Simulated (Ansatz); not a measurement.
CuI:
```xyz
4
Lattice="4.0703 0.0000 0.0000 0.0000 4.0703 0.0000 0.0000 0.0000 6.4050" Properties=species:S:1:pos:R:3 pbc="T T T"
Cu     2.0351     2.0351     0.0000
Cu     0.0000     0.0000     0.0000
I      2.0351     0.0000     1.6880
I      0.0000     2.0351     4.7169
```

Relaxed with r²SCAN+D4. The program Ansatz at the r²SCAN+D4 level (PAW) gives a gap of 2.08 eV.

**Question.** What gap does HSE06 give on the same cell (Ansatz, PAW)?

**Answer.** 2.92 eV, 0.85 eV more. The hybrid was solved on a coarser mesh and at special points; its gap is the smallest among all of these.

Cost on shared cores: the r²SCAN+D4 run (SCF on a 7×7×5 mesh, then bands and DOS) about 110 core-seconds (a rough figure), the HSE06 run (SCF on 5×5×3, then a few points) roughly 2.6 core-minutes; the tasks are unlike.

Space group P4/nmm. The first step of the workflow began from a Materials Project structure, measured or hypothetical; the Crystallography Open Database copy checked does not list it. It is not the phase usual at ambient conditions (space group No. 216). The r²SCAN+D4 relaxation kept the symmetry of its start; its stability against distortions is not shown here. The run is not spin-polarised. Scalar-relativistic: spin–orbit coupling is off unless named, which matters more the heavier the elements.

Potentials: the later of the program's two PAW sets.
